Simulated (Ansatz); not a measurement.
BN (h-BN type, space group P6_3/mmc)

```xyz
4
Lattice="2.5005 0.0000 0.0000 -1.2502 2.1655 0.0000 0.0000 0.0000 6.4112" Properties=species:S:1:pos:R:3 pbc="T T T"
B      0.0000     1.4436     1.6028
B      1.2502     0.7218     4.8084
N      0.0000     1.4436     4.8084
N      1.2502     0.7218     1.6028
```

Equation-of-state scan: isotropic scaling of the cell above, V₀ being its volume. Symmetry pins the atoms to their sites.

Calculation: PBEsol-D3(BJ) (plane waves to 420 eV, PAW, scalar-relativistic; Ansatz, an electronic-structure program). k mesh 16×16×6 (Γ-centred), Fermi-Dirac smearing 0.05 eV. Energies are smeared free energies. Compression counts positive. With the shape held, the modulus is that of even scaling; a crystal free to change shape is softer. BN was relaxed with its symmetry unable to fall. The zero of ΔE is the relaxed starting cell.

```tsv
V (Å³/atom)	ΔE (meV/atom)
7.811	81.2
7.984	50.2
8.158	27.3
8.331	11.7
8.505	2.8
8.679	0.0
8.852	2.7
9.026	10.4
9.199	withheld
9.373	39.2
9.546	59.5
```

Problem. Fit a third-order Birch-Murnaghan form (E₀, V₀, B₀, B₀′ free) to the given rows and predict ΔE at V = 9.199.

Solution. Least squares on the 10 given rows: ΔE = E₀ + (9V₀B₀/16)·y²·[2 + (B₀′ − 4)y], y = (V₀/V)^(2/3) − 1, with V₀ = 8.678 Å³/atom, B₀ = 255.1 GPa (160.2 GPa = 1 eV/Å³; the term in eV is multiplied by 1000), B₀′ = 3.71, E₀ = -0.03 meV/atom; root-mean-square residual 0.05 meV/atom. At 9.199 the fit gives 22.7 meV/atom; the calculation gives 22.7 meV/atom, the same to the digits shown. For the pressure the fit gives -13.3 GPa against the computed -13.4 GPa.

(Under strain, the slope of the energy per volume gives the stress and its curvature an elastic modulus.)
